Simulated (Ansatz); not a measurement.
# MgMo: frozen-core PAW against all-electron methods

```
Mg Mo
1.0
     1.40785   -0.81282    4.87623
     0.00000    1.62565    4.87623
    -1.40785   -0.81282    4.87623
Mg Mo
1 1
Direct
  0.00000 0.00000 0.00000
  0.50000 0.50000 0.50000
```

Atoms are numbered in the order listed.

The cell was built from the L11 type and relaxed in the same program, and has space group R-3m; it needn't be a known or the stable phase.

All numbers are computed: DFT, PBEsol, PAW with Ansatz's default frozen-core files, scalar-relativistic (Ansatz 0.2.0); DFT, PBEsol, all-electron LAPW, scalar-relativistic (Ansatz 0.2.0).

For PAW: a Γ-centred 13×13×13 k mesh, Fermi–Dirac smearing of 0.03 eV, cutoff 420 eV, no spin polarisation; the PAW files were made with PBE, and the program remakes their frozen cores for this functional. LAPW targets a basis error of 0.25 meV/atom. The Ansatz runs share mesh, smearing and spin set-up. Plane-wave (PAW) pressures include the program's estimate of the Pulay term.

Stress and pressure are positive in compression.

Levels count from the Fermi level.

PAW results:

```json
{"quantity": "pressure (GPa)", "PAW": "0.00"}
{"quantity": "highest filled level at S2 (eV)", "PAW": "-0.484"}
{"quantity": "lowest empty level at S2 (eV)", "PAW": "2.069"}
{"quantity": "highest filled level at F (eV)", "PAW": "-0.609"}
{"quantity": "lowest empty level at F (eV)", "PAW": "1.222"}
{"quantity": "highest filled level at Γ (eV)", "PAW": "-0.204"}
{"quantity": "lowest empty level at Γ (eV)", "PAW": "2.197"}
```

Task: What does LAPW (all electrons) give for the same quantities?

Result: 
| quantity | LAPW |
| --- | --- |
| pressure (GPa) | 0.00 |
| highest filled level at S2 (eV) | -0.484 |
| lowest empty level at S2 (eV) | 2.068 |
| highest filled level at F (eV) | -0.610 |
| lowest empty level at F (eV) | 1.223 |
| highest filled level at Γ (eV) | -0.203 |
| lowest empty level at Γ (eV) | 2.198 |
